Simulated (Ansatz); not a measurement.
## SrTiO3: from a starting cell to a relaxed one

The start is a generated cell, SrTiO3 placed in the R-3c-perovskite structure type. The cell and all atomic positions are relaxed at zero pressure with PBE (plane waves to 420 eV, PAW, scalar-relativistic; Ansatz, a program for electronic structure). The first steps use a coarse 5×5×5 k-mesh.

Input geometry:
```yaml
crystal:
  lattice:
    - [2.72864, 1.57538, 4.44517]
    - [-2.72864, 1.57538, 4.44517]
    - [0.00000, -3.15077, 4.44517]
  atoms:
    - { symbol: Sr, position: [0.25000, 0.25000, 0.25000] }
    - { symbol: Sr, position: [0.75000, 0.75000, 0.75000] }
    - { symbol: Ti, position: [0.00000, 0.00000, 0.00000] }
    - { symbol: Ti, position: [0.50000, 0.50000, 0.50000] }
    - { symbol: O, position: [0.77510, 0.72490, 0.25000] }
    - { symbol: O, position: [0.25000, 0.77510, 0.72490] }
    - { symbol: O, position: [0.72490, 0.25000, 0.77510] }
    - { symbol: O, position: [0.22490, 0.27510, 0.75000] }
    - { symbol: O, position: [0.75000, 0.22490, 0.27510] }
    - { symbol: O, position: [0.27510, 0.75000, 0.22490] }
```

### Question
What pressure does the first self-consistent step give?

### Answer
+11.8 GPa (positive: the cell is compressed).

### Question
What is the largest force in the starting geometry, and on which atom (counted from 1)?

### Answer
0.03 eV/Å, on O5, O6, O7, O8, O9, O10 (atoms numbered as listed).

### Question
How does the volume change?

### Answer
+6.3 %, from 11.46 to 12.18 Å³/atom.

### Question
How do the shortest distances between atoms change?

### Answer
The closest pairs of elements (up to four, under 3.6 Å), start → end: O–Ti 1.93 → 1.97 Å; O–Sr 2.59 → 2.65 Å; O–O 2.73 → 2.78 Å; Sr–Ti 3.33 → 3.40 Å.

### Question
What does it relax into? Give the structure.

### Answer

```cif
data_O18Sr6Ti6
_chemical_formula_sum 'Sr6 Ti6 O18'
_space_group_name_H-M_alt 'R-3c :H'
_space_group_IT_number 167
_space_group_name_Hall '-R 3 2"c'
_cell_length_a 5.56812
_cell_length_b 5.56812
_cell_length_c 13.61079
_cell_angle_alpha 90.000
_cell_angle_beta 90.000
_cell_angle_gamma 120.000
loop_
_atom_site_label
_atom_site_type_symbol
_atom_site_symmetry_multiplicity
_atom_site_Wyckoff_symbol
_atom_site_fract_x
_atom_site_fract_y
_atom_site_fract_z
_atom_site_occupancy
Sr1 Sr 6 a 0.00000 0.00000 0.25000 1
Ti1 Ti 6 b 0.00000 0.00000 0.00000 1
O1 O 18 e 0.47576 0.47576 0.25000 1
```
(The calculation used a cell of 10 atoms; values per cell refer to that cell.)

The space group stays R-3c (No. 167) (the run could not lower it); the end is AFLOW prototype ABC3_hR10_167_a_b_e (as in LiNbO3), with 10 atoms in the primitive cell. Final values are on a 7×7×7 k-mesh of the relaxed cell. No spin polarisation in the result.

The run could not lose the symmetry of its start: the end is stationary, and may be a saddle point rather than a minimum.

The relaxed structure here is a generated cell of SrTiO3: the first start was made by placing the elements on the sites of a structure type, and the end was not matched to a known phase here, so it may be hypothetical. Known forms of SrTiO3 include space group No. 221.
